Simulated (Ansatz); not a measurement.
With DFT-PBE in the program Ansatz with PAW potentials, SnGe in the orthorhombic phase (Pmma; Ge on 2e, Sn on 2f) relaxes to a = 4.368 Å, b = 4.405 Å, c = 6.262 Å. Ge has 4 nearest neighbours from 2.58 Å (tetrahedral); Sn has 4 nearest neighbours from 2.69 Å (tetrahedral). Its formation energy from the elements is 0.060 eV/atom, with no fitted shifts.

Electronic character: metallic (no gap).

An equation-of-state fit gives a bulk modulus of 44.3 GPa.

The start of the workflow was typed in or built on a structure type; neither database checked (COD, Materials Project) lists it. Its standing as an ambient phase is unchecked. The PBE relaxation kept the symmetry of its start; whether a distortion lowers the energy is not shown. The references are the lowest solids computed at this level, not always the standard phases. Scalar-relativistic: spin–orbit coupling is off unless named, which matters more the heavier the elements.

Potentials: the later of the program's two PAW sets.
